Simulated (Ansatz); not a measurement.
## MgS (F-43m), zone-centre modes

All numbers below come from DFT PBEsol, scalar-relativistic, plane waves, PAW (Ansatz). Settings: plane waves to 420 eV, k-mesh 6×6×8 (Γ-centred), Gaussian smearing 0.05 eV. No spin polarisation.

The starting cell (relaxed at this level; this zinc-blende form isn't the usual structure):

```yaml
crystal:
  lattice:
    - [0.00000, -2.82589, -2.82589]
    - [-2.82589, 0.00000, -2.82589]
    - [2.82589, 2.82589, -5.65178]
  atoms:
    - { symbol: Mg, position: [0.00000, 0.00000, 0.00000] }
    - { symbol: Mg, position: [0.50000, 0.50000, 0.50000] }
    - { symbol: S, position: [0.37500, 0.37500, 0.87500] }
    - { symbol: S, position: [0.87500, 0.87500, 0.37500] }
```

Harmonic modes by finite displacements of 0.02 Å, without the LO–TO term. The cell doubles the primitive one, so its zone centre also holds the primitive cell's point q = (0, 0, 1/2).

Task: At this geometry, is the structure stable against these modes?

Result: Yes: no mode is imaginary beyond 10 cm⁻¹, and only the three translations lie near zero.

Task: List the wavenumbers in cm⁻¹.

Result: 0, 0, 0, 79, 79, 270, 330, 330, 332, 332, 332, 337.

Cost: 1 run of about 1.8 core-minutes, on Arm Neoverse V2 (shared hosts).